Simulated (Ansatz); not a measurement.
CaSe:
```
CELL_PARAMETERS angstrom
      0.00000     2.93419     2.93419
      2.93419     0.00000     2.93419
      2.93419     2.93419     0.00000
ATOMIC_POSITIONS crystal
  Ca 0.00000 0.00000 0.00000
  Se 0.50000 0.50000 0.50000
```

Relaxed with PBEsol. Special points in fractions of this cell's reciprocal vectors: Γ (0.000, 0.000, 0.000); X (0.500, 0.000, 0.500); U (0.625, 0.250, 0.625); K (0.375, 0.375, 0.750); L (0.500, 0.500, 0.500); W (0.500, 0.250, 0.750).

Problem. List the band energies nearest the valence-band maximum at these points for PBEsol (plane waves, PAW; program Ansatz).

Solution. In eV from the valence-band maximum; about four levels below and three above (degenerate sets whole), none deeper than 8.9 eV; points with the same levels are listed once.

| k | below | above |
|---|---|---|
| Γ | 0.00 0.00 0.00 | 3.31 3.65 3.65 3.65 |
| X | -2.62 -0.97 -0.97 | 1.88 5.05 5.08 |
| U | -2.35 -2.14 -1.16 | 3.19 5.73 5.77 5.77 |
| L | -3.42 -1.26 -1.26 | 4.42 5.51 5.55 5.55 |
| W | -2.07 -2.07 -1.75 | 4.37 4.37 5.27 |

Space group Fm-3m (rock salt). The PBEsol relaxation kept the symmetry of its start. Scalar-relativistic: spin–orbit coupling is off unless named, which matters more the heavier the elements.

Potentials: the later of the program's two PAW sets.
